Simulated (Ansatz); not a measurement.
Starting cell, BN (zinc blende):

```
BN
1.0
    0.00000     1.80285     1.80285
    1.80285     0.00000     1.80285
    1.80285     1.80285     0.00000
N B
1 1
Direct
  0.75000   0.75000   0.75000
  0.00000   0.00000   0.00000
```

In this cell atom 1 (N, nearest neighbour B at 1.561 Å; its periodic images, 2.5 Å or more away, move with it) is moved by s along Cartesian [110], unit vector (0.707, 0.707, 0.000); all other atoms and the cell stay fixed.

Computed with PBEsol (plane waves to 420 eV, PAW, scalar-relativistic; Ansatz, an electronic-structure program). k mesh 13×13×13 (Γ-centred), Fermi-Dirac smearing 0.05 eV. Stress and pressure are positive under compression. F⊥ is the part of the force across the line. BN was relaxed with its symmetry unable to fall. 

| s (Å) | P (GPa) | |F⊥| (eV/Å) |
|---|---|---|
| -0.160 | 7.83 | ___ |
| -0.128 | 4.99 | 0.814 |
| -0.096 | 2.80 | 0.458 |
| -0.064 | 1.24 | 0.203 |
| -0.032 | 0.30 | 0.051 |
| 0.000 | -0.01 | 0.000 |
| 0.032 | 0.30 | 0.051 |
| 0.064 | 1.24 | 0.203 |
| 0.096 | 2.80 | 0.458 |
| 0.128 | 4.99 | 0.814 |
| 0.160 | 7.83 | ___ |

Task: Some entries are withheld; supply them.

Result: 
- -0.160, |F⊥| (eV/Å): 1.271
- 0.160, |F⊥| (eV/Å): 1.271

(For displaced atoms, the force is minus the slope of the energy, and its curvature is a force constant, which sets phonon frequencies.)
